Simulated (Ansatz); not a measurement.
Harmonic vibrational thermodynamics of AlRu (CsCl type, space group No. 221) at fixed volume, the program Ansatz at the PBE level (PAW). The rows extrapolate the 0 K crystal and know nothing of melting or changes of phase.

```
T (K)  F_vib (meV/atom)  S (J/K per mol of atoms)  C_V (J/K per mol of atoms)
-----  ----------------  ------------------------  --------------------------
50                 42.3                       1.4                         3.9
100                   …                         …                        11.7
200                27.7                      17.6                        19.7
300                 4.8                      26.2                        22.3
400                   …                         …                        23.4
600                   …                      42.5                           …
800              -200.1                      49.5                        24.5
1000             -308.6                      55.0                        24.7
```

Q: Complete the blanks.

A: 
- 400, S (J/K per mol of atoms): 32.8
- 400, F_vib (meV/atom): -25.9
- 100, S (J/K per mol of atoms): 6.5
- 100, F_vib (meV/atom): 40.3
- 600, F_vib (meV/atom): -104.5
- 600, C_V (J/K per mol of atoms): 24.2

Space group Pm-3m (CsCl type). The PBE relaxation kept the symmetry of its start; phonons on a q-mesh show no instability. No spin polarisation was allowed.

Potentials: the later of the program's two PAW sets.
